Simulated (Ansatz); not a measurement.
Fields on a plane of GaCuSe2 (chalcopyrite)

```xyz
8
Lattice="-2.8041 2.8041 5.5488 2.8041 -2.8041 5.5488 2.8041 2.8041 -5.5488" Properties=species:S:1:pos:R:3 pbc="T T T"
Cu     0.0000     2.8041     2.7744
Cu     0.0000     0.0000     0.0000
Ga     2.8041     0.0000     2.7744
Ga     0.0000     0.0000     5.5488
Se     1.4021     1.3815    -1.3872
Se     1.4021     1.4226     4.1616
Se     1.4226    -1.4021     6.9359
Se     1.3815     4.2062     1.3872
```

The slice is a (1 0 -1) plane (indices of the conventional cell) through the point (0.121, 0.125, 0.496) (fractional), spanned by u = [101] and v = [121] in vectors of this cell: u (5.61 Å) and v (12.43 Å, at 90° to u). It covers one period; positions are fractions (u, v).

Atoms on it: Se at (0.00, 0.00); Se at (0.50, 0.50). Other atoms lie within 1 Å of the plane.

Calculation: r2SCAN (plane waves to 500 eV, PAW, scalar-relativistic; Ansatz, a program for electronic structure). k mesh 8×8×8. Near the nuclei the fields are pseudised (PAW); where an atom keeps semicore shells as valence, they peak there. GaCuSe2 is run without spin polarisation. GaCuSe2 was relaxed with its symmetry unable to fall.

```
|8866443322110000000022334466|
|5544443322221100000011223344|
|3344444433332211111111112233|
|2233445555443322221111001122|
|1122445555443333222211000011|
|1122334444443333332211000011|
|2222223333333333332211111111|
|2222222222222222222222222222|
|3333221111111122222233333333|
|3333221100001111223344444433|
|3322221100001111224455554433|
|2222111100112222334455554433|
|1111111111223333444444333322|
|0000001122334455444433222211|
|0000002233446688664433221100|
|0000002233558899885533221100|
|0000002233446688664433221100|
|0000001122334455444433222211|
|1111111111223333444444333322|
|2222111100112222334455554433|
|3322221100001111224455554433|
|3333221100001111223344444433|
|3333221111111122222233333333|
|2222222222222222222222222222|
|2222223333333333332211111111|
|1122334444443333332211000011|
|1122445555443333222211000011|
|2233445555443322221111001122|
|3344444433332211111111112233|
|5544443322221100000011223344|
|8866443322110000000022334466|
|9988553322110000000022335588|
```
Scale: ten equal steps from -1.79 (start of '0') to 1.66 (end of '9'), in the order '0123456789'. Values: log₁₀ of the valence density in e/Å³. The map has 14 points along u (two characters each, u = 0 at the left) and 32 along v (v = 0 in the bottom row). The scale is logarithmic, as a density can span decades between atoms and voids.

```
|--##==                  ..::|
|::..      ..            ..::|
|..    ::--::..          ....|
|  ..--++++--..              |
|  ::==**++::                |
|  ..--==--..                |
|      ....                  |
|                            |
|                    ....    |
|                ..--==--..  |
|                ::==**++::  |
|                ..--++++--..|
|          ......    ::--::..|
|          ..::::..      ..  |
|          ..::--##==        |
|          ..  ..@@##..      |
|          ..::--##==        |
|          ..::::..      ..  |
|          ......    ::--::..|
|                ..--++++--..|
|                ::==**++::  |
|                ..--==--..  |
|                    ....    |
|                            |
|      ....                  |
|  ..--==--..                |
|  ::==**++::                |
|  ..--++++--..              |
|..    ::--::..          ....|
|::..      ..            ..::|
|--##==                  ..::|
|..@@##..                ..  |
```
Scale: ten equal steps from 0.001 (start of ' ') to 0.120 (end of '@'), in the order ' .:-=+*#%@'. Values: density of the lowest conduction band (whole band as if filled, smooth part) in e/Å³. The map has 14 points along u (two characters each, u = 0 at the left) and 32 along v (v = 0 in the bottom row).
